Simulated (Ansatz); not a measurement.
SiGe:
Space group I-4m2 (No. 119); a = 3.926 Å, b = 3.926 Å, c = 27.777 Å, α = 90.00°, β = 90.00°, γ = 90.00°

| atom | site | symmetry | x | y | z |
|---|---|---|---|---|---|
| Si | 4e | 2mm. | 0.0000 | 0.0000 | 0.0964 |
| Si | 4f | 2mm. | 0.5000 | 0.0000 | 0.0483 |
| Si | 2b | -4m2 | 0.0000 | 0.0000 | 0.5000 |
| Ge | 4f | 2mm. | 0.0000 | 0.5000 | 0.1463 |
| Ge | 4e | 2mm. | 0.0000 | 0.0000 | 0.3018 |
| Ge | 2d | -4m2 | 0.5000 | 0.0000 | 0.2500 |
(The calculation used a cell of 10 atoms; values per cell refer to that cell.)

Relaxed with r²SCAN.

Problem. Tabulate the valence density and the electron localisation function along the shortest Si–Ge contact (2.40 Å), the program Ansatz at the r²SCAN level (PAW).

Solution. 

```tsv
distance from Si (Å)	density (e/Å³)	ELF
0.24	0.09	0.34
0.36	0.18	0.31
0.48	0.30	0.47
0.60	0.42	0.71
0.72	0.50	0.86
0.84	0.54	0.91
0.96	0.55	0.93
1.08	0.55	0.92
1.20	0.55	0.88
1.32	0.58	0.78
1.44	0.63	0.63
1.56	0.77	0.49
1.68	1.14	0.37
1.80	2.17	0.22
1.92	5.30	0.09
2.04	13.43	0.03
2.16	29.16	0.01
```

The density is the valence pseudo-density with augmentation charge, so density and ELF within about 1 Å of a nucleus are not all-electron values.

The start of the workflow was typed in or built on a structure type; neither database checked (COD, Materials Project) lists it. Its standing as an ambient phase is unchecked. The cell was relaxed with r²SCAN under the symmetry of its start; whether a distortion lowers the energy is not shown.

Potentials: the later of the program's two PAW sets.
